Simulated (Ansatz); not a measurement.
**Be2ReGe2: reading a single point**

```xyz
5
Lattice="1.8746 3.2469 0.0000 -1.8746 3.2469 0.0000 0.0000 0.0000 6.5126" Properties=species:S:1:pos:R:3 pbc="T T T"
Re    0.0000    0.0000    0.0000
Ge    0.0000    2.1646    1.7480
Ge    0.0000    4.3292    4.7646
Be    0.0000    2.1646    4.1570
Be    0.0000    4.3292    2.3556
```

The numbers come from plane-wave PAW DFT (Ansatz): r2SCAN, no spin polarisation, 500 eV, 10×10×5 Γ-centred k points, gaussian occupations (width 0.276 eV). Nothing was relaxed.

Question: What is the formation energy?

Answer: 0.78 eV an atom against the elements' usual phases (free molecules for gases, crystals otherwise, with no correction for O₂ or N₂), so at this geometry it isn't bound against them. Relaxing would lower it.

Question: Is the cell too large or too small?

Answer: The pressure is -13.2 GPa (compression positive), so with the atoms held at these fractions the cell would first shrink; the forces are large, so a full relaxation may end otherwise. The principal stresses -24.7, -7.4, -7.4 GPa differ, so its shape would change too.

Question: Give the Bader charges.

Answer: Bader charges in e: Be +1.50, Re +0.27, Ge -1.64. In the mean Be gives up most and Ge takes most.

Question: Which atom feels the largest force, and which way?

Answer: The largest is on Ge2 (and as large on other atoms): 1.66 eV/Å, components (0.00, 0.00, -1.66). It makes 106° with the line to a nearest neighbour, Be5 at 2.25 Å.

Question: Is there a gap?

Answer: It is a metal, with about 4 states/eV a cell as the mean within 0.25 eV of the Fermi level, mostly Re d (74 %) and Ge p (15 %).

Origin: a known structure type with other elements, at an estimated volume, so it need not be a known compound. Caveats: many states at the Fermi level without spin polarisation, so a magnetic state may lie lower; atoms or cell far from equilibrium; wide smearing.
